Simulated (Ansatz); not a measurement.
B (space group R-3m)

```xyz
12
Lattice="2.4205 1.3975 4.1314 -2.4205 1.3975 4.1314 0.0000 -2.7949 4.1314" Properties=species:S:1:pos:R:3 pbc="T T T"
B     -1.5584     0.8998     2.7897
B      1.5584    -0.8998     9.6045
B      0.0000    -1.7995     2.7897
B      0.0000     1.7995     9.6045
B      1.5584     0.8998     2.7897
B     -1.5584    -0.8998     9.6045
B     -0.9888     0.5709     4.4327
B      0.9888    -0.5709     7.9614
B      0.0000    -1.1418     4.4327
B      0.0000     1.1418     7.9614
B      0.9888     0.5709     4.4327
B     -0.9888    -0.5709     7.9614
```

The slice is a (1 -1 0 2) plane (indices of the conventional cell) through the point (0.990, 0.990, 0.346) (fractional), spanned by u = [1 0 -1] and v = [010] in vectors of this cell: u (4.84 Å) and v (4.99 Å, at 90° to u). It covers one period; positions are fractions (u, v).

All values below come from LDA (plane waves to 420 eV, PAW, scalar-relativistic; Ansatz, a program for electronic structure). k mesh 7×7×7. Inside the PAW spheres the values are not all-electron values, and peaks at nuclei hang on which shells count as valence. B was relaxed with its symmetry unable to fall.

Task: What is the ELF at the midpoint of the shortest B–B line in this plane (1.72 Å)?

Result: 0.8.

Task: What is the valence density on the shortest B–B line in this plane (1.72 Å), at its midpoint?

Result: 0.84 e/Å³.

Task: The ELF has a maximum in the middle third of the B–B line. Where, and how high?

Result: 0.80, 0.9 Å from B.

Task: Predict the map of the electrostatic potential energy of an electron, from the cell's mean on the slice.

Result: 
```
|xxxxxx    xxxxxxxxxx::##@@@@@@**  xxxx|
|xxxx      xxxxxxxx  --##%%@@%%**::  xx|
|                    ==**%%%%##**--    |
|      xxxx          ..==**##**--..    |
|    xxxxxxxx          ..==**==        |
|    xxxxxxxx    xxxxxx  --==::  xxxx  |
|    xxxxxxxx      xx    ::--..    xx  |
|..    xxxx    ..        ....          |
|++==..    ::====--::..          ..::--|
|##**++--==++**##**++--..      ..==++##|
|%%%%##****##%%%%%%##++::      --**##%%|
|@@@@%%%%%%%%@@@@@@%%##++--::--++##%%@@|
|@@@@@@@@@@@@@@@@@@@@%%##******##%%@@@@|
|@@@@@@@@@@@@@@@@@@@@%%%%%%%%%%%%%%@@@@|
|%%@@@@@@@@@@@@%%%%%%%%%%@@@@@@%%%%%%%%|
|++**########**++**##%%%%@@@@@@%%%%##**|
|    --++==::    ..==##%%@@@@@@%%**--  |
|xxxx  ..  xxxxxxxx  ++%%@@@@@@##==  xx|
|xxxxxx    xxxxxxxxxx--##@@@@@@**  xxxx|
|xxxxxx    xxxxxxxxxx..##@@@@@@**  xxxx|
```
Scale: ten equal steps from 3.00 (start of ' ') to 11.67 (end of '@'), in the order ' .:-=+*#%@'. Values: electrostatic potential energy of an electron, from the cell's mean, in eV. The map has 19 points along u (two characters each, u = 0 at the left) and 20 along v (v = 0 in the bottom row). Points within 0.7 Å of a nucleus are blanked (x), as the pseudised field means little there. Values under 3 eV are set to 3. The zero, the cell's mean, hangs on the PAW cores.
